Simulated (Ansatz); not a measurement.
Ti2CS:
```xyz
8
Lattice="3.2022 0.0000 0.0000 -1.6011 2.7732 0.0000 0.0000 0.0000 11.2224" Properties=species:S:1:pos:R:3 pbc="T T T"
Ti     0.0000     1.8488     4.4997
Ti     1.6011     0.9244     6.7227
Ti     1.6011     0.9244    10.1109
Ti     0.0000     1.8488     1.1115
C      0.0000     0.0000     5.6112
C      0.0000     0.0000     0.0000
S      1.6011     0.9244     2.8056
S      0.0000     1.8488     8.4168
```

Relaxed with r²SCAN. Special points in fractions of this cell's reciprocal vectors: Γ (0.000, 0.000, 0.000); M (0.500, 0.000, 0.000); K (0.333, 0.333, 0.000); A (0.000, 0.000, 0.500); L (0.500, 0.000, 0.500); H (0.333, 0.333, 0.500).

**Question.** List the band energies nearest the Fermi level at these points for plane-wave PAW r²SCAN (Ansatz code).

**Answer.** In eV from the Fermi level; about four levels below and three above (degenerate sets whole), none deeper than 8.9 eV; points with the same levels are listed once.

```tsv
k	below	above
Γ	-0.85 -0.85 -0.19 -0.13 -0.13	0.07 0.07 0.87 0.87
M	-3.19 -2.26 -2.14 -1.50	1.44 1.47 1.92
K	-4.06 -4.06 -3.25 -2.90 -0.59	0.61 0.61 0.71
A	0.00 0.00 0.00 0.00	0.50 0.50 1.82 1.82 1.82 1.82
L	-2.65 -2.65 -1.83 -1.83	1.83 1.83 1.91 1.91
H	-3.09 -3.09 -0.08 -0.08	0.66 0.66 1.28 1.28
```

Space group P6_3/mmc. The workflow started from a Materials Project entry (that database holds measured and hypothetical structures alike); the Crystallography Open Database files this formula in space group No. 194, but the cells were not matched. Its standing as an ambient phase is unchecked. The r²SCAN relaxation kept the symmetry of its start; whether a distortion lowers the energy is not shown. The run is not spin-polarised.

Potentials: the later of the program's two PAW sets.
